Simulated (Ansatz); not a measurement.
SrO (rock salt, Fm-3m) at seven volumes, PBEsol (plane waves, PAW; program Ansatz), scaled uniformly. One row is withheld.

```json
[
 {"V (Å³/atom)": "15.289", "P (GPa)": "10.95"},
 {"V (Å³/atom)": "15.793", "P (GPa)": "6.67"},
 {"V (Å³/atom)": "16.297", "P (GPa)": "3.06"},
 {"V (Å³/atom)": "16.801", "P (GPa)": "0.00"},
 {"V (Å³/atom)": "17.305", "P (GPa)": "-2.60"},
 {"V (Å³/atom)": "17.809", "P (GPa)": "?"},
 {"V (Å³/atom)": "18.313", "P (GPa)": "-6.66"}
]
```

Problem. Fit the shown pressures and predict the withheld one.

Solution. P = (3/2)B₀(x^(7/2) − x^(5/2))[1 + (3/4)(B′ − 4)(x − 1)] with x = (V₀/V)^(2/3). Least squares on the six rows gives V₀ = 16.801 Å³/atom, B₀ = 93.8 GPa, B′ = 4.51. At V = 17.809, x = 0.9619 and P = -4.79 GPa. The run itself gave -4.79 GPa.

Symmetry was held in the PBEsol relaxation.

Potentials: the later of the program's two PAW sets.
